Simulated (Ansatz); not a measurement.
Data:

AlN:
```
CELL_PARAMETERS angstrom
      5.37242     0.00000     0.00000
      0.00000     5.37242     0.00000
      0.00000     0.00000     5.37242
ATOMIC_POSITIONS crystal
  Al 0.25000 0.00000 0.50000
  Al 0.50000 0.25000 0.00000
  Al 0.50000 0.75000 0.00000
  Al 0.75000 0.00000 0.50000
  Al 0.00000 0.50000 0.75000
  Al 0.00000 0.50000 0.25000
  N  0.25000 0.50000 0.00000
  N  0.00000 0.25000 0.50000
  N  0.00000 0.75000 0.50000
  N  0.75000 0.50000 0.00000
  N  0.50000 0.00000 0.75000
  N  0.50000 0.00000 0.25000
```

This is the PBE-relaxed structure.

Task: All from the program Ansatz at the PBE level (PAW), unless another level is named. Predict the hole effective mass, band 2 of 3 at the edge.

Result: 27 along [100], 0.60 along [110], 0.89 along [111] (mₑ).

Task: Next, the formation energy from the elements (no fitted shifts)?

Result: -1.25 eV/atom.

Task: Predict the weight of the valence-edge state by species (Voronoi cells).

Result: N 86 %, Al 14 %.

Task: What about the valence-band maximum?

Result: at Γ.

Task: And the weight of the conduction-edge state by species (Voronoi cells)?

Result: N 53 %, Al 47 %.

Space group Pm-3n. The start of the workflow was typed in or built on a structure type; neither database checked (COD, Materials Project) lists it. It is not the phase usual at ambient conditions (space group No. 186, 216). The cell was relaxed with PBE under the symmetry of its start; its stability against distortions is not shown here. The references are the lowest solids computed at this level, not always the standard phases (solids in place of the gases).

Potentials: the later of the program's two PAW sets.

Edges and masses are those of Kohn–Sham bands, whose gap is no quasiparticle gap.
